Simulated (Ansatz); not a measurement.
## Computed properties of TiAs

TiAs:
```xyz
2
Lattice="3.1523 0.0000 0.0000 0.0000 3.1523 0.0000 0.0000 0.0000 3.1523" Properties=species:S:1:pos:R:3 pbc="T T T"
Ti     0.0000     0.0000     0.0000
As     1.5761     1.5761     1.5761
```

Space group Pm-3m (No. 221), CsCl type; conventional cell a = b = c = 3.1523 Å, α = β = γ = 90.00°.

Method: PBEsol (plane waves, PAW; program Ansatz). Structure relaxed to zero pressure with the same functional. Other levels are named where they apply.

**Cell and energy**

| Property | Result |
|---|---|
| Volume per atom | 15.66 Å³ |
| Density | 6.51 g/cm³ |
| Formation energy from the elements (no fitted shifts) | -0.65 eV/atom |

**Electronic structure**

| Item | Result |
|---|---|
| Electronic character | metallic (no gap) |
| Density of states at the Fermi level | 1.3 states/eV per atom (mean over ±0.08 eV) |
| Gap with spin–orbit coupling | none (metallic) |

**Mechanics**

| Quantity | Result |
|---|---|
| Bulk modulus (Birch–Murnaghan fit) | 133 GPa |
| Pressure derivative B′ | 4.0 |
| Elastic constants (relaxed ions, GPa) | C11 = 155, C12 = 121, C44 = -3.5 |
| Mechanical stability | unstable (C has a negative eigenvalue) |

**Phonons**

| Quantity | Value |
|---|---|
| Highest zone-centre frequency | 187 cm^-1 |
| Zone-centre stability | no imaginary mode at Γ |

A made-up cell: these elements were put on the sites of a structure type; neither database checked (COD, Materials Project) lists it. COD files the formula under space group No. 194. Whether it is the stable phase at ambient conditions was not checked. The cell was relaxed with PBEsol under the symmetry of its start. No spin polarisation was allowed. As this level gives no gap, shear constants depend on the k-mesh and smearing (Fermi–Dirac, 0.1 eV here). As this level gives no gap, phonon frequencies hold no LO–TO term and depend on the k-mesh and smearing (Fermi–Dirac, 0.1 eV here). The references are the lowest solids computed at this level, not always the standard phases. Scalar-relativistic: spin–orbit coupling is off unless named, which matters more the heavier the elements.

Potentials: the earlier of the program's two PAW sets. The files were generated under PBE; for other functionals the program regenerates the frozen cores, and for LDA and PBEsol the local potential too.
